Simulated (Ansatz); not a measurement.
**Notes on Ba$_{2}$ZnP$_{2}$**

```yaml
crystal:
  lattice:
    - [0.00000, 0.00000, 6.33035]
    - [6.69818, 0.00000, 0.00000]
    - [3.34909, 6.49790, -3.16518]
  atoms:
    - { symbol: Ba, position: [0.35970, 0.83148, 0.71940] }
    - { symbol: Ba, position: [0.64030, 0.16852, 0.28060] }
    - { symbol: Ba, position: [0.14030, 0.55088, 0.28060] }
    - { symbol: Ba, position: [0.85970, 0.44912, 0.71940] }
    - { symbol: Zn, position: [0.25000, 0.00000, 0.00000] }
    - { symbol: Zn, position: [0.75000, 0.00000, 0.00000] }
    - { symbol: P, position: [0.10649, 0.09359, 0.21298] }
    - { symbol: P, position: [0.89351, 0.90641, 0.78702] }
    - { symbol: P, position: [0.39351, 0.30657, 0.78702] }
    - { symbol: P, position: [0.60649, 0.69343, 0.21298] }
```

Level: r2SCAN, no spin polarisation; 500 eV; 5×5×5 Γ-centred mesh; tetrahedron occupations; Ansatz 0.2.0, fixed geometry.

Question: Which atom feels the largest force, and which way?

Answer: The largest is on P8 (and as large on other atoms): 0.15 eV/Å, components (0.10, 0.11, 0.00). It makes 39° with the line to a nearest neighbour, Zn5 at 2.49 Å, pointing towards it.

Question: What is the formation energy?

Answer: -1.10 eV an atom against the elements' usual phases (free molecules for gases, crystals otherwise, with no correction for O₂ or N₂), so it is bound against them; other compounds may still compete. Relaxing would lower it.

Question: Is there a gap, and of what kind?

Answer: The gap is 0.84 eV, indirect (the least direct gap found is 0.99 eV). A semilocal functional usually gives too small a gap.

Question: Is the cell too large or too small?

Answer: The pressure is 1.9 GPa (compression positive), so with the atoms held at these fractions the cell would first expand.

Origin: a database entry at a rescaled volume. Caveats: empty levels are not fully converged; forces and stress under tetrahedra may miss the slope of the energy.
